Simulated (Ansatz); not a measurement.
Q: Volume from LDA minus that from r²SCAN+D4 (% of the latter), each on its own relaxed cell (Ansatz, a quantum-chemistry and plane-wave program, plane waves, PAW; no spin–orbit coupling, no Hubbard U), over 21 phases of the class «crystals with elements from indium on»: what sign and size do you expect?

A: Mean -8.0 %, median -8.1 %, mean absolute 8.0 %; eight in ten lie between -11.3 and -5.9 %, and 0 % are above zero.

Some cases that may be named, with their rank among the 21 from the lowest: SnCl2, Pnma (Sn on 4c, Cl on 4c, Cl on 4c) -11.3 % (rank 3); SnSe, Pnma (Sn on 4c, Se on 4c) -10.1 % (rank 4); MgI2, CdI2 type -8.1 % (rank 11); Ce, Cmcm (Ce on 4c) -8.1 % (rank 12); Sb, simple cubic -3.0 % (rank 20); HfO2, fluorite -2.9 % (rank 21).

The phases are those computed here (of each formula those with measured values and the lowest at some level), not a balanced benchmark, and neither functional is the truth. Pairs that end in unlike spin orders or unlike minima (c/a over 6 % apart, 30 % for weakly bound crystals), magnets with 4f shells, solids of gases and phases set aside for tests are left out.

1 hold 4f electrons in the valence, where a lower state may exist. 16 are weakly bound layers, chains or molecules.

With the 4f shell in the valence, where a lower state may exist: Ce, Cmcm (Ce on 4c). Not the usual ambient phase: Ce, Cmcm (Ce on 4c); Sb, simple cubic; HfO2, fluorite. Standing as an ambient phase not checked: SnCl2, Pnma (Sn on 4c, Cl on 4c, Cl on 4c). Began spin-polarised and lost the moments: Ce, Cmcm (Ce on 4c) with LDA; Ce, Cmcm (Ce on 4c) with r²SCAN+D4. Weakly bound layers, chains or molecules computed without a dispersion correction, so cells and soft constants are ill determined: SnCl2, Pnma (Sn on 4c, Cl on 4c, Cl on 4c) with LDA; SnSe, Pnma (Sn on 4c, Se on 4c) with LDA; MgI2, CdI2 type with LDA. Unstable at this level: HfO2, fluorite with LDA; HfO2, fluorite with r²SCAN+D4. All cells were relaxed under the symmetry of their starts (and spin orders); stability against distortions was not tested throughout. Named crystals with no word on spin ran without spin polarisation. No Hubbard U is applied. Scalar-relativistic: spin–orbit coupling is off unless named, which matters more the heavier the elements.

Potentials: the later of the program's two PAW sets.

Ansatz is a plane-wave DFT program.
